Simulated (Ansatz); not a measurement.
NiIrN2:
```xyz
4
Lattice="1.5187 0.8768 5.7681 -1.5187 0.8768 5.7681 0.0000 -1.7536 5.7681" Properties=species:S:1:pos:R:3 pbc="T T T"
Ir     0.0000     0.0000     8.6522
Ni     0.0000     0.0000     0.0000
N      0.0000     0.0000    15.5011
N      0.0000     0.0000     1.8033
```

Relaxed with PBE. Special points in fractions of this cell's reciprocal vectors: Γ (0.000, 0.000, 0.000); T (0.500, 0.500, 0.500); H2 (0.818, 0.182, 0.500); H0 (0.500, -0.182, 0.182); L (0.500, 0.000, 0.000); S0 (0.341, -0.341, 0.000); S2 (0.659, 0.000, 0.341); F (0.500, 0.000, 0.500).

**Question.** List the band energies nearest the Fermi level at these points for DFT-PBE in the program Ansatz with PAW potentials.

**Answer.** In eV from the Fermi level; about four levels below and three above (degenerate sets whole), none deeper than 8.9 eV; points with the same levels are listed once.

```tsv
k	below	above
Γ	-1.28 -1.28 -1.01 -0.97 -0.97	4.53 4.90 4.90
T	-2.27 -2.27 -1.01 -1.01	0.02 0.27 0.27
H2	-1.33 -0.94 -0.82 -0.49	0.20 1.03 3.75
L	-0.63 -0.33 -0.30 -0.22	0.49 3.28 4.33
S0	-1.20 -0.93 -0.67 -0.66	0.30 1.00 3.79
F	-1.09 -0.86 -0.33 -0.21	0.63 3.67 4.32
```

Space group R-3m. The start of the workflow was typed in or built on a structure type; neither database checked (COD, Materials Project) lists it. Whether it is the stable phase at ambient conditions was not checked. Symmetry was held in the PBE relaxation; its stability against distortions is not shown here. The workflow began spin-polarised and lost its moments. Its formation energy is positive at this level, so the cell may be metastable or incomplete. Scalar-relativistic: spin–orbit coupling is off unless named, which matters more the heavier the elements.

Potentials: the earlier of the program's two PAW sets.
